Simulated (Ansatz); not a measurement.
Bi₂S₃ (La2O3 or Ni2Al3 type, space group No. 164), DFT-r²SCAN in the program Ansatz with PAW potentials, all energies at zero smearing, with the estimated change up to a 700 eV cutoff added, with one set of potentials and settings (totals compare only within such a set). Cell of 5 atoms (2 Bi, 3 S): -27546.116 eV.

| element | reference phase | E (eV/atom) |
|---|---|---|
| Bi | R-3m, 2 atoms in the cell | -12413.3336 |
| S | P2/c, 32 atoms in the cell | -905.8150 |

Formation energy per atom, worked out: (-27546.116 − 2×(-12413.3336) − 3×(-905.8150))/5 = -0.401 eV/atom (-39 kJ per mol of atoms), at 0 K, without zero-point energy or fitted corrections.

Space group P-3m1 (La2O3 or Ni2Al3 type). The cell is a constructed one: a structure type filled with these elements; neither database checked (COD, Materials Project) lists it. COD files the formula under space group No. 62. Its standing as an ambient phase is unchecked. The r²SCAN relaxation kept the symmetry of its start; whether a distortion lowers the energy is not shown. The references are the lowest solids computed at this level, not always the standard phases. Spin–orbit coupling is left out wherever it is not named.

Potentials: the earlier of the program's two PAW sets. The files were generated under PBE; for other functionals the program regenerates the frozen cores, and for LDA and PBEsol the local potential too.
